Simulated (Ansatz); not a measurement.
Values for one crystal, relaxed and computed with r²SCAN in the plane-wave PAW code Ansatz; other levels are named.

```yaml
volume_per_atom: 13.08 Å³
electronic_character: metallic (no gap)
Density of states at the Fermi level: 0.43 states/eV per atom (mean over ±0.08 eV)
Formation energy from the elements (no fitted shifts): -0.65 eV/atom
```

Pick the material that matches.
A) SiC, P-6m2 (Si on 1a, C on 1f)
B) Nb4Si7Ni4, I4/mmm (Pearson symbol tI60)
C) SiNi2, Pnma (Ni on 4c, Ni on 4c, Si on 4c)
D) EuZn2Si2, I4/mmm (Eu on 2a, Zn on 4d, Si on 4e)

B, Nb4Si7Ni4, I4/mmm (Pearson symbol tI60)

The workflow started from a Materials Project entry (that database holds measured and hypothetical structures alike); the Crystallography Open Database copy checked does not list it. Its standing as an ambient phase is unchecked. The r²SCAN relaxation kept the symmetry of its start; its stability against distortions is not shown here. The run is not spin-polarised. The references are the lowest solids computed at this level, not always the standard phases. Scalar-relativistic: spin–orbit coupling is off unless named, which matters more the heavier the elements.

Potentials: the later of the program's two PAW sets.
